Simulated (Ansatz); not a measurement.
Theory: Ansatz, DFT PBE, scalar-relativistic, plane waves, PAW. All cells share a 420 eV cutoff and Γ-centred k meshes spaced at most about 0.3 Å⁻¹ (about 0.25 or finer for metals, 2π included). No spin polarisation in the final relaxations.

These are static total energies at zero pressure. All come from trial cells, and lower structures may exist.

Question: Which of these relaxed structures of Sn₂PW₃ is the lowest in energy?
A.

```
Sn P W
1.0
     2.58204    1.49074    6.46715
    -2.58204    1.49074    6.46715
     0.00000   -2.98148    6.46715
Sn P W
2 1 3
Direct
  0.70352 0.70352 0.70352
  0.29648 0.29648 0.29648
  0.50000 0.50000 0.50000
  0.00000 0.00000 0.50000
  0.50000 0.00000 0.00000
  0.00000 0.50000 0.00000
```

B.

```
Sn P W
1.0
     5.36453    0.00000    0.00000
    -2.68227    4.64582    0.00000
     0.00000    0.00000    4.90653
Sn P W
2 1 3
Direct
  0.33333 0.66667 0.50000
  0.66667 0.33333 0.50000
  0.00000 0.00000 0.00000
  0.50000 0.00000 0.00000
  0.00000 0.50000 0.00000
  0.50000 0.50000 0.00000
```

C.

```
Sn P W
1.0
     5.46183    0.00000    0.00000
    -2.73092    4.73009    0.00000
     0.00000    0.00000    4.71248
Sn P W
2 1 3
Direct
  0.66667 0.33333 0.00000
  0.33333 0.66667 0.00000
  0.00000 0.00000 0.00000
  0.50000 0.50000 0.50000
  0.50000 0.00000 0.50000
  0.00000 0.50000 0.50000
```

Answer: B. It has space group P6/mmm (No. 191); the next, A, with space group R-3m (No. 166), lies 0.31 eV/atom higher. Counting Sn or W atoms around P (for each partner element, those within 1.25 times its shortest distance or 1.15 times the sum of covalent radii, where it is the nearest in units of that sum or under 1.3), the lowest and the next both have P 6. Even the lowest lies +0.42 eV/atom against the elements.

Spin–orbit coupling, which can matter for W, is left out. A magnetic state wasn't ruled out in cells without spin, among them P6/mmm at 20.4 Å³/atom, R-3m, P6/mmm at 20.3 Å³/atom. Cells relaxed within their symmetry can be saddle points. Some structure types and database cells were kept out of the candidates from the start, so a known form may be missing.
